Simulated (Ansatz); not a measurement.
TaO$_{2}$ in space group R-3m (No. 166; Ta on 3a, O on 6c), DFT-r²SCAN+D4 in the program Ansatz with PAW potentials, all energies at zero smearing, with the estimated change up to a 700 eV cutoff added, with one set of potentials and settings (totals compare only within such a set). Cell of 3 atoms (1 Ta, 2 O): -11084.802 eV.

```csv
element,reference phase,E (eV/atom)
Ta,"Im-3m, 1 atoms in the cell",-9945.2734
O,"C2/m, 4 atoms in the cell, spin-polarised",-566.0614
```

Formation energy per atom, worked out: (-11084.802 − 1×(-9945.2734) − 2×(-566.0614))/3 = -2.469 eV/atom (-238 kJ per mol of atoms), at 0 K, without zero-point energy or fitted corrections.

A made-up cell: these elements were put on the sites of a structure type; neither database checked (COD, Materials Project) lists it. Its standing as an ambient phase is unchecked. The cell was relaxed with r²SCAN+D4 under the symmetry of its start; whether a distortion lowers the energy is not shown. The run is not spin-polarised. The references are the lowest solids computed at this level, not always the standard phases (solids in place of the gases). Scalar-relativistic: spin–orbit coupling is off unless named, which matters more the heavier the elements.

Potentials: the earlier of the program's two PAW sets.
